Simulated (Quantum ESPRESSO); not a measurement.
# Where does C sit best among Ge sites?

Calculated results; nothing here was measured. They come from pw.x of Quantum ESPRESSO 7.5, a plane-wave density functional program, with PseudoDojo standard norm-conserving files (v0.5 for PBE, v0.4.1 for LDA and PBEsol). The cells are made up: elements, strain and atom displacements were drawn at random, and nothing was relaxed. There is no spin polarisation, spin-orbit coupling or dispersion term.

The cell has 8 sites of a zincblende or diamond lattice. Sites 1 to 4 hold Ge Ge Si Ge; sites 5 to 8 hold X X X X. Cell vectors in Å: (5.779, 0.000, 0.000); (0.000, 5.779, 0.000); (0.000, 0.000, 5.779). Settings: PBE, cutoff 1116 eV, 6 x 6 x 6 k mesh shifted by half a step, Fermi-Dirac smearing of 0.1 eV.

In each run one of the sites marked X holds C and the others hold Ge; cell and positions stay the same. E is the free energy of the cell.

```
site of the guest  first shell  mean distance (Å)  E above the lowest (eV)  P (GPa)  force on the guest (eV/Å)
                5        Ge3Si              2.499                    0.179    -6.86                      0.327
                6        Ge3Si              2.490                    0.000    -7.18                      0.364
                7        Ge3Si              2.523                    0.380    -6.50                      0.314
                8        Ge3Si              2.506                    0.255    -6.76                      0.465
```

A rerun of one of these cells at 1347 eV and k mesh 8 x 8 x 8 moved values by no more than 0.002 eV in the cell's energy, 0.02 GPa in stress and 0.007 eV/Å in force.

## Reading the table

Site 6 is lowest, by 0.179 eV, over three times the rerun's bound. A straight line of energy against the mean distance has a slope of 11.0 ± 2.2 eV/Å, so the guest costs less on the tighter sites. The positions are random and not relaxed, so the differences hold for this frozen cell and are not site preferences of a real crystal.